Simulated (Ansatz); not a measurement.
**What a change of settings does: Na (bcc type)**

First run: DFT, PBE, all-electron LAPW, scalar-relativistic (Ansatz 0.2.0).

Command: `ansatz run input.yaml --threads 1 --pin off --max-ram 2048MiB --backend cpu --events-out ev --progress --plain --runs-dir out` It took 3.4 s on 1 thread of Arm Neoverse V1, with other jobs on the host, peak memory 0.2 GiB.

```yaml
crystal:
  lattice:
    - [-2.0985628867, 2.0985628867, 2.0985628867]
    - [2.0985628867, -2.0985628867, 2.0985628867]
    - [2.0985628867, 2.0985628867, -2.0985628867]
  atoms:
    - { symbol: Na, position: [0.0, 0.0, 0.0] }
kpoints:
  mp_grid: { grid: [13, 13, 13] }
  band_path:
    path:
      - [0.0, 0.0, 0.0]
      - [0.5, -0.5, 0.5]
      - [0.0, 0.0, 0.5]
      - [0.0, 0.0, 0.0]
      - [0.25, 0.25, 0.25]
      - [0.5, -0.5, 0.5]
      - [0.25, 0.25, 0.25]
      - [0.0, 0.0, 0.5]
    npoints: 14
scf:
  occupations: { method: fermi_dirac, width: 0.05 }
hamiltonian:
  xc: pbe
  pseudopotentials: { kind: all_electron, lapw: { basis_error: 0.001 } }
output:
  forces: true
  stress: true
  eigenvalues: true
  populations: true
  dos: { projected: true, de: 0.2, e_range: [-14, 8] }
```

The base cell comes from a relaxation on PAW files under the same functional.

It converges in 6 SCF iterations at a pressure of 0.01 GPa.

The input is then changed:

```diff
 kpoints:
-  mp_grid: { grid: [13, 13, 13] }
+  mp_grid: { grid: [20, 20, 20] }
   band_path:
   occupations: { method: fermi_dirac, width: 0.05 }
+  mixing: { algorithm: msr1, beta: 0.2, ndim: 16 }
 hamiltonian:
   populations: true
-  dos: { projected: true, de: 0.2, e_range: [-14, 8] }
```

Predict the outcome of the changed run.

It converges in 5 SCF iterations at a pressure of 0.01 GPa, free energy -1.0 meV/atom against the first run's. More than one line changes, and not each need have an effect. Results part of its log:
```
SCF 1 converged in 5 iterations: F = -4420.075239 eV  dr2 = 3.29e-9
NSCF: frozen V_eff on 99 k-points
SCF converged after 5 iterations
Free energy (F): -4420.075239 eV
Harris-Foulkes:  -4420.075239 eV  (|F-HF|=1.03e-8)
Internal energy: -4420.071565 eV  (E = F + TS)
E sigma→0 (E₀):  -4420.073402 eV
Entropy (-TS):   -0.003674 eV (-3.674 meV/atom)
Fermi energy:    1.603500 eV
--- Per-component energies (eV) ---
  E_band       = -242.349205
  E_kinetic    = 4423.005509
  E_xc         = -390.703314
  E_electrostatic = -8452.373760  (all electrons and nuclei)
  E_smearing   = -0.003674  (= −TS)
  E_closure    = 0.000000  (closes the sum)
  E_atoms      = -4418.770368  (free atoms, spherical and without spin; not in F)
  Σ components = -4420.075239   (vs F -4420.075239, Δ=0.00e0)
  Basis errors (estimates in eV, not in F): energy 2.8e-4 per atom: plane waves 2.8e-4 (1.5e-4 summed), levels above the bands 2.0e-70, relativity 5.7e-9, radial functions 3.0e-6, core shells 1.7e-17; eigenvalues (radial functions only) 2.1e-4; not estimated: angular momenta, meshes, grids; target (lapw.basis_error) 1.0e-3; muffin-tin radii Na 1.817 Å
--- Forces (eV/Å), atoms counted from 1 ---
  atom   1  Na    -0.00000000     0.00000000     0.00000000
  max |Σ_I F_I| component: 2.57e-34 eV/Å
--- Stress (GPa, compression-positive) ---
        0.008068       0.000000       0.000000
        0.000000       0.008068       0.000000
        0.000000       0.000000       0.008068
  P = ⅓ Tr σ = 0.0081 GPa (0.081 kbar)
--- Band table (eV; the first three rows and the last of 256) ---
  k-point 0: bands = ["-51.3939", "-23.2985", "-23.2985", "-23.2985", "-1.6759", "13.3538", "13.3538", "13.3538", "14.3552"]
  k-point 1: bands = ["-51.3938", "-23.2994", "-23.2988", "-23.2985", "-1.6318", "12.6921", "13.0212", "13.1632", "13.8945"]
  k-point 2: bands = ["-51.3937", "-23.3020", "-23.2997", "-23.2985", "-1.4997", "11.4144", "12.4297", "12.7632", "13.2811"]
  k-point 255: bands = ["-51.3903", "-23.3246", "-23.3246", "-23.3246", "6.1291", "6.1291", "6.5108", "6.5108", "6.5108"]
--- Löwdin populations: 1 site ---
  site symbol       q [e]
     0     Na     10.9585
  spilling = 0.003770 (of n_electrons = 11.000000)
```
